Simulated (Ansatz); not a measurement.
Rb2CaAlF6: settings compared (Ansatz)

The input file (Ansatz 0.2.0, plane waves):

```yaml
crystal:
  lattice:
    - [0.0, 4.441621, 4.441621]
    - [4.441621, 0.0, 4.441621]
    - [4.441621, 4.441621, 0.0]
  atoms:
    - { symbol: Al, position: [0.0, 0.0, 0.0] }
    - { symbol: F, position: [0.7843, 0.2157, 0.2157] }
    - { symbol: F, position: [0.2157, 0.7843, 0.2157] }
    - { symbol: F, position: [0.2157, 0.7843, 0.7843] }
    - { symbol: F, position: [0.7843, 0.2157, 0.7843] }
    - { symbol: F, position: [0.2157, 0.2157, 0.7843] }
    - { symbol: F, position: [0.7843, 0.7843, 0.2157] }
    - { symbol: Rb, position: [0.25, 0.25, 0.25] }
    - { symbol: Rb, position: [0.75, 0.75, 0.75] }
    - { symbol: Ca, position: [0.5, 0.5, 0.5] }
  symmetry: { tolerance: 0.0003 }
kpoints:
  mp_grid: { grid: [4, 4, 4], shift: [0, 0, 0] }
magnetization:
  spin_polarized: false
scf:
  occupations: { method: fermi_dirac, width: 0.0821 }
hamiltonian:
  pseudopotentials: { kind: paw }
  xc: pbe
basis:
  ecutwfc: 420
output:
  forces: true
  stress: true
  eigenvalues: true
```

The command:

```bash
ansatz run input.yaml --threads 1 --pin off --max-ram 2560MiB --backend cpu --events-out ev --progress --plain --runs-dir out
```

Origin of the cell: a known structure type with other elements, at an estimated volume, so it need not be a known compound.

Output of this run (shortened):

```
SCF iter   1: F=—  HF=-13752.549288 eV  Δρ=1.77e-3  dr2=7.68e-3
SCF iter   2: F=—  HF=-13752.552165 eV  Δρ=8.11e-4  dr2=7.27e-4
SCF iter   3: F=—  HF=-13752.552392 eV  Δρ=4.75e-4  dr2=2.63e-4
SCF iter   4: F=—  HF=-13752.552373 eV  Δρ=1.10e-4  dr2=3.19e-5
SCF iter   5: F=—  HF=-13752.552583 eV  Δρ=6.19e-5  dr2=5.94e-6
SCF iter   6: F=—  HF=-13752.552582 eV  Δρ=9.85e-6  dr2=3.60e-7
SCF iter   7: F=-13752.552582 eV  HF=-13752.552582 eV  Δρ=1.45e-6  dr2=1.02e-8
SCF 1 converged in 7 iterations: F = -13752.552582 eV  dr2 = 1.02e-8
SCF converged after 7 iterations
Free energy (F): -13752.552582 eV
Harris-Foulkes:  -13752.552582 eV  (|F-HF|=2.18e-9)
Internal energy: -13752.485595 eV  (E = F + TS)
E sigma→0 (E₀):  -13752.519089 eV
Entropy (-TS):   -0.066987 eV (-6.699 meV/atom)
Fermi energy:    8.919994 eV
--- Per-component energies (eV) ---
  E_band       = -518.949177
  E_kinetic    = 1927.600405
  E_local      = -5540.334101  (includes V_loc(G=0)·N_el)
  E_nonlocal   = 857.815407
  E_hartree    = 1932.401246
  E_xc         = -920.229362
  E_vxc        = -1091.863212  (∫ρ·V_xc dr)
  E_paw        = -7763.385147  (= ΣΔE_a)
  E_vpaw       = -536.982841  (= ΣTr[D̂ρ^β])
  E_aug_tail   = 0.012153  (compensation charges beyond the density's cutoff)
  E_ewald      = -4246.366197
  E_smearing   = -0.066987  (= −TS)
  Σ components = -13752.552582   (vs F -13752.552582, Δ=0.00e0)
--- Forces (eV/Å), atoms counted from 1 ---
  atom   1  Al     0.000000    -0.000000     0.000000
  atom   2  F     -0.090044    -0.000000    -0.000000
  atom   3  F     -0.000000    -0.090044    -0.000000
[… 2 lines left out …]
  atom   6  F      0.000000    -0.000000    -0.090044
  atom   7  F      0.000000     0.000000     0.090044
  atom   8  Rb     0.000000    -0.000000     0.000000
  atom   9  Rb     0.000000    -0.000000    -0.000000
  atom  10  Ca     0.000000    -0.000000    -0.000000
  max |Σ_I F_I| component: 3.70e-17 eV/Å
--- Stress (GPa, compression-positive) ---
       -1.982283       0.000000      -0.000000
        0.000000      -1.982283      -0.000000
        0.000000      -0.000000      -1.982283
  P = ⅓ Tr σ = -1.9823 GPa (-19.823 kbar)
```

The same input was run again with these changes:

1. `basis.ecutrho_ratio` default → 6; `accuracy` default → high; `hamiltonian.dispersion` default → d3bjatm
2. `hamiltonian.pseudopotentials` { kind: paw } → { kind: nc }; `accuracy` default → high
3. `scf.eigensolver.kind` default → davidson; `kpoints.mp_grid.grid` [4, 4, 4] → [1, 1, 1]
4. `scf.occupations.width` 0.0821 → default; `scf.occupations.method` fermi_dirac → tetrahedron

```tsv
run	end	SCF iterations	P (GPa)	max force component (eV/Å)	gap on mesh (eV)	moment (μB)	ΔE(σ→0) (meV/atom)
base	converged	7	-1.98	0.090	–	–	0
1	converged	9	-3.03	0.093	–	–	–
2	converged	12	1.65	0.704	–	–	–
3	converged	10	1.27	0.126	–	–	70.16
4	converged	8	-1.93	0.066	–	–	-3.00
```

Energies are compared only where functional, datasets, charge and starting cell are the same.

Not properties of the system: run 3 (too coarse or loose: `kpoints.mp_grid.grid` = [1, 1, 1]).

Caveats of the base run: no moments, though an odd count or open d shells may carry them; the k mesh is coarse if the cell is a metal.

Run 2: the cutoff lies below the datasets' advice.
Run 4: forces and stress under tetrahedra may miss the slope of the energy.

The base run took 5 s on 1 thread of Arm Neoverse V1 (shared host), peak memory 0.43 GiB, from the program's own first density.
